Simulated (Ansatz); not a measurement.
Ba2LaTaO6:
```
CELL_PARAMETERS angstrom
      5.26655     3.04725     0.00000
     -5.26655     3.04725     0.00000
     -3.55190     0.00000     5.04354
ATOMIC_POSITIONS crystal
  Ba 0.24787 0.75213 0.74119
  Ba 0.75213 0.24787 0.25881
  La 0.00000 0.00000 0.00000
  Ta 0.50000 0.50000 0.50000
  O  0.69167 0.77036 0.68546
  O  0.30833 0.22964 0.31454
  O  0.77036 0.69167 0.31454
  O  0.22964 0.30833 0.68546
  O  0.27380 0.72620 0.20234
  O  0.72620 0.27380 0.79766
```

Relaxed with r²SCAN.

Q: Map the electron localisation function on the plane through (0.248, 0.752, 0.741) spanned by u = [0, 0, 1] and v = [1, -1, 1] in lattice vectors, from the program Ansatz at the r²SCAN level (PAW).

A: x is the fraction of u, y of v (the angle between them is 89°; rows are the nearest grid lines); atoms in the plane: Ba at (0.00, 0.00), Ba at (0.01, 0.50), La at (0.51, 0.75), Ta at (0.51, 0.25), O at (0.44, 0.03), O at (0.58, 0.48).
```
y \ x    0.000  0.0968  0.194  0.258  0.355  0.452  0.548  0.645  0.742  0.806  0.903    1.00
------  ------  ------  -----  -----  -----  -----  -----  -----  -----  -----  -----  ------
1.00    -0.001   0.688  0.458  0.196  0.827  0.539  0.815  0.262  0.068  0.789  0.740  -0.001
0.925    0.782   0.895  0.338  0.068  0.526  0.519  0.203  0.042  0.027  0.394  0.875   0.782
0.850    0.609   0.406  0.026  0.018  0.348  0.786  0.832  0.528  0.027  0.029  0.174   0.609
0.775    0.011   0.017  0.029  0.051  0.836  0.334  0.170  0.844  0.069  0.035  0.023   0.011
0.700    0.040   0.024  0.033  0.040  0.754  0.735  0.600  0.846  0.062  0.022  0.022   0.040
0.625    0.863   0.701  0.077  0.020  0.100  0.471  0.371  0.105  0.027  0.049  0.751   0.863
0.550    0.184   0.792  0.779  0.105  0.068  0.582  0.824  0.812  0.205  0.256  0.867   0.184
0.450    0.408   0.813  0.696  0.062  0.117  0.764  0.606  0.789  0.401  0.144  0.869   0.408
0.375    0.836   0.590  0.046  0.045  0.055  0.124  0.318  0.521  0.145  0.033  0.599   0.836
0.300    0.028   0.020  0.050  0.080  0.142  0.734  0.710  0.245  0.060  0.047  0.017   0.028
0.225    0.012   0.016  0.051  0.070  0.221  0.612  0.467  0.381  0.082  0.060  0.023   0.012
0.150    0.645   0.363  0.024  0.061  0.192  0.235  0.288  0.053  0.065  0.037  0.170   0.645
0.0750   0.782   0.884  0.194  0.213  0.822  0.764  0.750  0.133  0.028  0.314  0.864   0.782
0.000   -0.001   0.688  0.458  0.196  0.827  0.539  0.815  0.262  0.068  0.789  0.740  -0.001
```

The density is the valence pseudo-density with augmentation charge, so density and ELF within about 1 Å of a nucleus are not all-electron values.

Space group C2/m. The first step of the workflow began from a Materials Project structure, measured or hypothetical; the Crystallography Open Database copy checked does not list it. Whether it is the stable phase at ambient conditions was not checked. The r²SCAN relaxation kept the symmetry of its start; its stability against distortions is not shown here. The run is not spin-polarised. Scalar-relativistic: spin–orbit coupling is off unless named, which matters more the heavier the elements.

Potentials: the later of the program's two PAW sets.
